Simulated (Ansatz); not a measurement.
Suppose Li₃ZrN₂ takes space group P-6m2 (No. 187), with Li on 2h and 1d; Zr on 1a; N on 2g.

All numbers below come from Ansatz, DFT PBE, scalar-relativistic, plane waves, PAW. Cutoff 420 eV, Γ-centred mesh, Gaussian smearing, no spin polarisation.

Formation energies are uncorrected and refer to the elements' standard structures at the same level (N₂ as a molecule).

Question: Give the relaxed lattice parameters and positions.

Answer:

Space group P-6m2 (No. 187). a = 3.445 Å, b = 3.445 Å, c = 8.415 Å, α = 90.00°, β = 90.00°, γ = 120.00°
```
atom  site  symmetry       x       y       z
  Li    2h       3m.  0.3333  0.6667  0.7590
  Li    1d      -6m2  0.3333  0.6667  0.5000
  Zr    1a      -6m2  0.0000  0.0000  0.0000
   N    2g       3m.  0.0000  0.0000  0.2415
```

Around Li on a site of symmetry 3m lie 3 N at 1.99 Å, 1 Li at 2.18 Å and 3 Zr at 2.84 Å; Li on a site of symmetry -6m2 has 2 Li at 2.18 Å; Zr has 2 N at 2.03 Å, 6 Li at 2.84 Å and 6 Zr at 3.44 Å; around N lie 3 Li at 1.99 Å and 1 Zr at 2.03 Å. Another local minimum with the same sites may exist.

Question: Where does its energy lie, and is it a metal?

Answer: The energy over the elements is +0.04 eV/atom and the gap on the 12×12×6 mesh of the 6-atom cell is 0 eV (a metal). The separate elements lie lower, so it is unstable against them.

The last run used Gaussian smearing of 0.10 eV. For metals, differences of a few meV/atom aren't resolved. Symmetry constrained the relaxation, so the result can be a saddle point. Another cell of Li3ZrN2 relaxed alike, in Pm, lies 0.67 eV/atom lower, so this cell isn't the stable form at this level.
